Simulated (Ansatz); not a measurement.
Start of a relaxation of LiI3F2:

```yaml
crystal:
  lattice:
    - [6.36124, 0.00000, 0.00000]
    - [-3.18062, 5.50899, 0.00000]
    - [0.00000, 0.00000, 4.94764]
  atoms:
    - { symbol: Li, position: [0.00000, 0.00000, 0.00000] }
    - { symbol: I, position: [0.50000, 0.00000, 0.50000] }
    - { symbol: I, position: [0.50000, 0.50000, 0.50000] }
    - { symbol: I, position: [0.00000, 0.50000, 0.50000] }
    - { symbol: F, position: [0.33333, 0.66667, 0.00000] }
    - { symbol: F, position: [0.66667, 0.33333, 0.00000] }
```

These are results of DFT PBE, scalar-relativistic, plane waves, PAW in Ansatz 0.2.0, not measurements. Cutoff 420 eV, Gaussian smearing, Γ-centred meshes. Cell and atoms relax on a converged mesh. In metals the finer mesh still leaves noise of several meV/atom or more. The steps can't lower the symmetry of their start. No spin polarisation.

A guess keeps its type if space group and coordination stay and the shape of the cell changes little (axis ratios within about 15 %, angles within 6°); the volume may change.

Problem. Does this structure survive the relaxation?

Solution. It keeps its type. The symmetry stays P6/mmm (No. 191). The volume per atom shrinks by 1.5 %, from 28.9 to 28.5 Å³. The shortest distance goes from 3.08 Å (I–F) to 3.11 Å (I–F). The ratio c/a of the conventional cell changes by a factor of 1.05. Counting neighbours within 15 % of an atom's shortest distance, the start has F 6, I 8, Li 18 and the end F 6, I 8, Li 18.

Formation energies are uncorrected and refer to the elements' standard structures at the same level (F₂ as a molecule).

Problem. At what energy does it end?

Solution. −0.33 eV/atom. A negative formation energy is needed for stability but isn't enough: competing phases decide.

The last run used a 6×6×8 mesh (in the run's order of axes) for its 6-atom cell and Gaussian smearing of 0.10 eV. These runs have no spin–orbit coupling, which can matter for I. The cell is a metal run without spin; a magnetic state may lie lower. The reference form of I is held partly by dispersion forces, which this level lacks. A structure relaxed within its symmetry needn't be a true minimum.
